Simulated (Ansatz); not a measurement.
**Fe₂PbO: rattling a relaxed structure**

It was reached by relaxing an invented guess, and it needn't be the stable form of this composition.

The calculation used Ansatz, DFT PBE, scalar-relativistic, plane waves, PAW. Cutoff 420 eV; k points 10×10×8 on the computed 4-atom cell (Γ-centred); Gaussian smearing, width 0.10 eV; collinear spin from starting moments 2.3 2.3 -0.1 0.1 μB.

The cell below (4 atoms, space group P4/mmm (No. 123)) is relaxed within its symmetry.

```
Fe Pb O
1.0
     3.75877    0.00000    0.00000
     0.00000    3.75877    0.00000
     0.00000    0.00000    4.54702
Fe Pb O
2 1 1
Direct
  0.00000 0.50000 0.00000
  0.50000 0.00000 0.00000
  0.50000 0.50000 0.50000
  0.00000 0.00000 0.00000
```

For the test a repeat of it with 16 atoms (edges 4.55, 7.52, 7.52 Å) was strained at random (σ = 1.5 % a component), the atoms were moved at random (σ = 0.05 Å), and all was relaxed again on a coarse 6×4×4 mesh (in the run’s order of axes) with 0.20 eV smearing, with no symmetry imposed.

These runs have no spin–orbit coupling, which can matter for Pb. No Hubbard U is applied to the 3d shell of Fe. Another magnetic order may lie lower.

Question: Is the structure stable against such a distortion?

Answer: It returns, within 1 meV/atom of the unmoved cell on that mesh and with the same symmetry when read at 0.1 Å (P1 at 0.01 Å, so small strains and shifts remain). So it is stable against the distortions that fit this cell and that this random move excites. Modes that don't fit the cell aren't tested.
